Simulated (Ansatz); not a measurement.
Values for one crystal, relaxed and computed with r²SCAN (plane waves, PAW; program Ansatz); other levels are named.

Volume per atom: 19.29 Å³
Electronic character: metallic (no gap)
Formation energy from the elements (no fitted shifts): -114 kJ/mol-atom
Density of states at the Fermi level: 0.04 states/eV per atom (mean over ±0.08 eV)

**Question.** Pick the material that matches.
A. ZrSiRu, P-62m (Zr on 3g, Si on 1b, Si on 2c, Ru on 3f)
B. TiSeS, P3m1 (Ti on 1b, Se on 1c, S on 1a)
C. ZrGeSe, P4/nmm (Zr on 2c, Ge on 2a, Se on 2c)
D. WSe2, anatase

**Answer.** C, ZrGeSe, P4/nmm (Zr on 2c, Ge on 2a, Se on 2c)

The workflow started from a Materials Project entry (that database holds measured and hypothetical structures alike); the Crystallography Open Database files this formula in space group No. 129, but the cells were not matched. Whether it is the stable phase at ambient conditions was not checked. The r²SCAN relaxation kept the symmetry of its start; whether a distortion lowers the energy is not shown. No spin polarisation was allowed. A small band overlap can be real or an error of a semilocal functional. The references are the lowest solids computed at this level, not always the standard phases. Spin–orbit coupling is left out wherever it is not named.

Potentials: the later of the program's two PAW sets.
